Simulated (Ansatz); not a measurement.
CaO:
```xyz
2
Lattice="2.9342 0.0000 0.0000 0.0000 2.9342 0.0000 0.0000 0.0000 2.9342" Properties=species:S:1:pos:R:3 pbc="T T T"
Ca     0.0000     0.0000     0.0000
O      1.4671     1.4671     1.4671
```

Relaxed with PBE. Special points in fractions of this cell's reciprocal vectors: Γ (0.000, 0.000, 0.000); X (0.000, 0.500, 0.000); M (0.500, 0.500, 0.000); R (0.500, 0.500, 0.500).

Task: List the band energies nearest the valence-band maximum at these points for PBE in the plane-wave PAW code Ansatz.

Result: In eV from the valence-band maximum; about four levels below and three above (degenerate sets whole), none deeper than 8.9 eV; points with the same levels are listed once.

```
k              below                above
-  -----------------  -------------------
Γ  -0.31 -0.31 -0.31       2.78 2.78 4.88
X  -3.71 -0.76 -0.76  3.73 6.99 7.95 7.95
M   -2.09 -2.09 0.00  3.83 4.64 6.48 6.48
R  -3.29 -3.29 -3.29       7.74 7.74 7.74
```

Space group Pm-3m (CsCl type). This is a known high-pressure phase of the composition, computed here at zero pressure and temperature. The PBE relaxation kept the symmetry of its start; its stability against distortions is not shown here.

Potentials: the earlier of the program's two PAW sets.
